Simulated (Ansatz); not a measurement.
Al:
```
CELL_PARAMETERS angstrom
      2.72137     0.00000     0.00000
      0.00000     2.72137     0.00000
      0.00000     0.00000     2.72137
ATOMIC_POSITIONS crystal
  Al 0.00000 0.00000 0.00000
```

Relaxed with PBE. Special points in fractions of this cell's reciprocal vectors: Γ (0.000, 0.000, 0.000); X (0.000, 0.500, 0.000); M (0.500, 0.500, 0.000); R (0.500, 0.500, 0.500).

Question: List the band energies nearest the Fermi level at these points for PBE in the plane-wave PAW code Ansatz.

Answer: In eV from the Fermi level; about four levels below and three above (degenerate sets whole), none deeper than 8.9 eV; … stands for higher levels left out; points with the same levels are listed once.

```csv
k,below,above
Γ,–,7.97 7.97 …
X,-5.17 -4.05,10.50 12.68 12.68
M,-0.51 -0.51 -0.26,2.22 16.23 …
R,–,2.90 2.90 2.90
```

Space group Pm-3m (simple cubic). The start of the workflow was typed in or built on a structure type; neither database checked (COD, Materials Project) lists it. It is not the phase usual at ambient conditions (space group No. 225). The PBE relaxation kept the symmetry of its start; its stability against distortions is not shown here.

Potentials: the earlier of the program's two PAW sets.
